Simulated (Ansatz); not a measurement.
C:
```cif
data_C36
_chemical_formula_sum 'C36'
_space_group_name_H-M_alt 'R-3c :H'
_space_group_IT_number 167
_space_group_name_Hall '-R 3 2"c'
_cell_length_a 9.68676
_cell_length_b 9.68676
_cell_length_c 4.18233
_cell_angle_alpha 90.000
_cell_angle_beta 90.000
_cell_angle_gamma 120.000
loop_
_atom_site_label
_atom_site_type_symbol
_atom_site_symmetry_multiplicity
_atom_site_Wyckoff_symbol
_atom_site_fract_x
_atom_site_fract_y
_atom_site_fract_z
_atom_site_occupancy
C1 C 36 f 0.13581 0.13602 0.08289 1
```
(The calculation used a cell of 12 atoms; values per cell refer to that cell.)

Relaxed at zero pressure with r²SCAN (plane waves, PAW; program Ansatz).

Question: The volume is lowered by 6 % and shape and atoms relax at that volume. What pressure results, and how do the axes share the change?

Answer: 1.0 GPa; a -3.0 %, b -3.0 %, c -0.2 %; the energy rises by 2 meV/atom.

Question: Give the new structure.

Answer: 
Space group R-3c, hexagonal axes (No. 167); a = 9.401 Å, b = 9.401 Å, c = 4.174 Å, α = 90.00°, β = 90.00°, γ = 120.00°

| atom | site | symmetry | x | y | z |
|---|---|---|---|---|---|
| C | 36f | 1 | 0.1400 | 0.1403 | 0.0828 |

The phase is kept; no other phase was compared at this pressure.

The start of the workflow was typed in or built on a structure type; neither database checked (COD, Materials Project) lists it. It is not the phase usual at ambient conditions (space group No. 194, 227). The r²SCAN relaxation kept the symmetry of its start; whether a distortion lowers the energy is not shown. The volume moved by 124 % from the start of the relaxation.

Potentials: the earlier of the program's two PAW sets.
